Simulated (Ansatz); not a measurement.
**RbMnSe₂ (I-4m2) under compression and expansion**

```xyz
4
Lattice="-2.0218 2.0218 7.0671 2.0218 -2.0218 7.0671 2.0218 2.0218 -7.0671" Properties=species:S:1:pos:R:3 pbc="T T T"
Rb    0.0000    0.0000    0.0000
Mn    2.0218    0.0000    3.5335
Se    0.0000    0.0000    9.2237
Se    0.0000    0.0000    4.9105
```

The reference geometry is a structure from the Materials Project; nothing is relaxed.

Common settings: PBEsol, 10×10×10 k mesh, Fermi–Dirac smearing of 0.05 eV. PAW means Ansatz 0.2.0 on its default frozen-core files; LAPW is all-electron LAPW in Ansatz 0.2.0. Site moments are integrated in spheres about the atoms, whose radii differ between the methods. Start moments of the first PAW run (μB): Mn2 4.

The cell shown is scaled evenly to other volumes, and every spin-polarised run starts from the same moments.

The search for lower states is left at its default.

```csv
V/V₀,Å³/atom,M PAW (μB/cell),M LAPW (μB/cell),"largest site moment, PAW (μB)",P PAW (GPa),P LAPW (GPa),"F − F(unpolarised), PAW (meV/atom)"
0.72,20.80,1.47,–,1.20,12.1,–,-10
0.8,23.11,3.76,3.76,3.05,8.5,8.5,-78
0.85,24.55,3.99,–,3.31,5.0,–,-140
0.9,26.00,4.00,4.00,3.43,1.8,1.8,-200
0.95,27.44,4.00,4.00,3.53,-0.6,-0.6,?
1,28.89,4.00,4.00,3.63,-2.3,-2.3,-304
1.05,30.33,4.00,–,3.73,-3.6,–,-349
1.1,31.78,4.00,–,3.82,?,–,?
1.18,34.09,4.00,–,3.95,-5.5,–,-453
```

**Question.** Fill in "P PAW (GPa)" for the row "1.1".

**Answer.** -4.6.

**Question.** What belongs in the row "1.1", column "F − F(unpolarised), PAW (meV/atom)"?

**Answer.** -392.

**Question.** Give the missing entry: row "0.95", column "F − F(unpolarised), PAW (meV/atom)".

**Answer.** -254.

The moments survive down to the smallest volume, V/V₀ = 0.72 at 12 GPa, where the largest is 1.20 μB. Between V/V₀ = 0.8 and 0.72 the largest moment drops from 3.05 to 1.20 μB.

**Question.** How fast does the largest site moment change with volume about V₀?

**Answer.** d ln m/d ln V ≈ ln(3.728/3.533)/ln(1.05/0.95) = 0.54. The cell's moment hardly changes over this step, so the change is one of how the spin density is shared between this sphere and its surroundings.

**Question.** Fit a third-order Birch–Murnaghan equation to the PAW pressures of the magnetic runs between 0.85 and 1.11 V₀. What are the zero-pressure volume and bulk modulus?

**Answer.** V = 27.04 Å³/atom (0.936 V₀), B = 41 GPa, B′ = 4.7, with a worst miss of 0.01 GPa. Cell shape and inner coordinates are held, so these aren't the relaxed crystal's values unless symmetry fixes them.

The PAW files were made with PBE; the program remakes their cores once for the run's functional and then keeps them frozen. Under strong compression frozen cores are worth checking against an all-electron run. These are results for the start and cell typed. The real compound can order otherwise, in a larger cell, or not at all, since semilocal functionals at zero temperature often overstate magnetism.
